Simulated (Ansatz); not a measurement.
This cell of MoS2 (3R-MoS2 type, space group R3m) is off equilibrium:

```
CELL_PARAMETERS angstrom
      1.58761     0.91661     6.19494
     -1.58761     0.91661     6.19494
      0.00000    -1.83321     6.19494
ATOMIC_POSITIONS crystal
  Mo 0.98475 0.00220 0.00859
  S  0.75030 0.75030 0.75030
  S  0.58300 0.58300 0.58300
```

These are r2SCAN+rVV10 (plane waves to 500 eV, PAW, scalar-relativistic; Ansatz, a program for electronic structure) values and carry that method's errors. k mesh 10×10×10 (Γ-centred), Fermi-Dirac smearing 0.05 eV. The energy includes the smearing's −TS. Compression counts positive. MoS2 is run without spin polarisation. MoS2 was relaxed with its symmetry unable to fall. This is one of several known forms of MoS2; the measured ambient cells at hand have space group No. 194.

What forces act on the atoms (eV/Å, Cartesian)?


| atom | Fx | Fy | Fz |
|---|---|---|---|
| Mo1 | 0.571 | 0.577 | 0.864 |
| S2 | -0.270 | -0.272 | -0.403 |
| S3 | -0.301 | -0.305 | -0.461 |

What is the stress tensor (GPa)?


```
  -0.36    -0.52     0.10
  -0.52     0.65     0.11
   0.10     0.11     0.21
```
The pressure, a third of the trace, is 0.17 GPa.

In it atom 1 sits (-0.028, -0.028, -0.028) Å away from its relaxed site. What is its energy relative to the relaxed cell?

28 meV/cell.

(For displaced atoms, the force is minus the slope of the energy, and its curvature is a force constant, which sets phonon frequencies.)
